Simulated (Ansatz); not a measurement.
The start is a generated cell, Zr placed in the omega structure type. A full variable-cell relaxation at zero pressure is run with r2SCAN (plane waves to 500 eV, PAW, scalar-relativistic; Ansatz, a program for electronic structure). First-step values are on the input's coarse k-mesh.

Ansatz input (later rounds restart from its end on a renewed k-mesh):
Ansatz 0.2 input:
```yaml
crystal:
  lattice:
    - [5.0796129, 0, 0]
    - [-2.5398065, 4.3990738, 0]
    - [0, 0, 3.089503]
  atoms:
    - { symbol: Zr, position: [0, 0, 0] }
    - { symbol: Zr, position: [0.33333333, 0.66666667, 0.5] }
    - { symbol: Zr, position: [0.66666667, 0.33333333, 0.5] }
basis: { ecutwfc: 500, ecutrho_ratio: 4, xc_grid: 4, fft_grid_basis: typed }
kpoints: { mp_grid: { grid: [8, 8, 11] } }
hamiltonian:
  xc: r2scan
  dispersion: none
  pseudopotentials: { azcp: { folder: ./paw }, kind: paw }
scf: { occupations: { method: fermi_dirac, width: 0.05 } }
relax: { f_tol: 0.01, max_steps: 100, cell: { stress_tol: 0.02 } }
output: { forces: true, stress: true }
```

Task: By how much does the energy per atom fall from start to end?

Result: 0.01 eV/atom.

Task: Give the final cell and atomic positions.

Result: 
```cif
data_Zr3
_chemical_formula_sum 'Zr3'
_space_group_name_H-M_alt 'P6/mmm'
_space_group_IT_number 191
_space_group_name_Hall '-P 6 2'
_cell_length_a 5.03914
_cell_length_b 5.03914
_cell_length_c 3.15692
_cell_angle_alpha 90.000
_cell_angle_beta 90.000
_cell_angle_gamma 120.000
loop_
_atom_site_label
_atom_site_type_symbol
_atom_site_symmetry_multiplicity
_atom_site_Wyckoff_symbol
_atom_site_fract_x
_atom_site_fract_y
_atom_site_fract_z
_atom_site_occupancy
Zr1 Zr 1 a 0.00000 0.00000 0.00000 1
Zr2 Zr 2 d 0.33333 0.66667 0.50000 1
```

The space group stays P6/mmm (No. 191) (the run could not lower it), with 3 atoms in the primitive cell. Final values are on a 11×11×15 k-mesh of the relaxed cell. No spin polarisation in the result.

The run could not lose the symmetry of its start; a randomly shaken copy of 6 atoms returns to this structure.

All atoms sit on sites fixed by symmetry, so only the cell could relax.

The relaxed structure here is a generated cell of Zr: the first start was made by placing the elements on the sites of a structure type, and the end was not matched to a known phase here, so it may be hypothetical. Known forms of Zr include space group No. 194.
